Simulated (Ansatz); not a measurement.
LaFe₂Si₂:
```
CELL_PARAMETERS angstrom
     -2.01993     2.01993     4.98116
      2.01993    -2.01993     4.98116
      2.01993     2.01993    -4.98116
ATOMIC_POSITIONS crystal
  La 0.00000 0.00000 0.00000
  Fe 0.25000 0.75000 0.50000
  Fe 0.75000 0.25000 0.50000
  Si 0.64907 0.64907 0.00000
  Si 0.35093 0.35093 0.00000
```

Relaxed with r²SCAN. Special points in fractions of this cell's reciprocal vectors: Γ (0.000, 0.000, 0.000); X (0.000, 0.000, 0.500); P (0.250, 0.250, 0.250); N (0.000, 0.500, 0.000); M (0.500, 0.500, -0.500); S (0.291, 0.709, -0.291); S0 (-0.291, 0.291, 0.291); R (-0.082, 0.082, 0.500); G (0.500, 0.500, -0.082).

Task: List the band energies nearest the Fermi level at these points for the program Ansatz at the r²SCAN level (PAW).

Result: In eV from the Fermi level; about four levels below and three above (degenerate sets whole), none deeper than 8.9 eV; points with the same levels are listed once.

```json
[
 {"k": "Γ", "below": "-0.29 -0.29 -0.12 -0.03", "above": "0.86 2.40 2.40"},
 {"k": "X", "below": "-1.10 -0.91 -0.39 -0.37", "above": "0.27 1.16 1.21"},
 {"k": "P", "below": "-0.38 -0.38 -0.27 -0.27", "above": "1.19 1.19 2.17"},
 {"k": "N", "below": "-1.10 -0.99 -0.43 -0.34", "above": "1.08 1.97 2.12"},
 {"k": "M", "below": "-2.09 -2.09 -2.03 -1.89 -0.37", "above": "0.25 0.25 0.86"},
 {"k": "S", "below": "-1.23 -0.90 -0.87 -0.85", "above": "0.84 1.05 1.19"},
 {"k": "R", "below": "-1.11 -1.01 -0.39 -0.11", "above": "0.16 1.21 1.23"}
]
```

Space group I4/mmm. The workflow started from a Materials Project entry (that database holds measured and hypothetical structures alike); the Crystallography Open Database copy checked does not list it. Whether it is the stable phase at ambient conditions was not checked. The r²SCAN relaxation kept the symmetry of its start; whether a distortion lowers the energy is not shown. No spin polarisation was allowed. Scalar-relativistic: spin–orbit coupling is off unless named, which matters more the heavier the elements.

Potentials: the later of the program's two PAW sets.
